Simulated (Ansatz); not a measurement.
LaB6 (Pm-3m), relaxed with PBE (Ansatz, a quantum-chemistry and plane-wave program, plane waves, PAW): a = b = c = 4.155 Å, α = β = γ = 90.00°.

| Item | Result |
|---|---|
| ΔH_f (eV/atom) | -0.56 |
| B₀ by P(V) fit (GPa) | 174 |

The same phase is relaxed and computed with PBEsol in the same code. What are the cell and these values now?

a = b = c = 4.1299 Å, α = β = γ = 90.00°.

ΔH_f (eV/atom): -0.56
B₀ by P(V) fit (GPa): 180

All cells were relaxed under the symmetry of their starts (and spin orders); stability against distortions was not tested throughout. Spin–orbit coupling is left out wherever it is not named.

Potentials: the later of the program's two PAW sets.

Ansatz is a plane-wave DFT program.

Formation energies count from the lowest solids of the elements computed at the same level, not from gases.
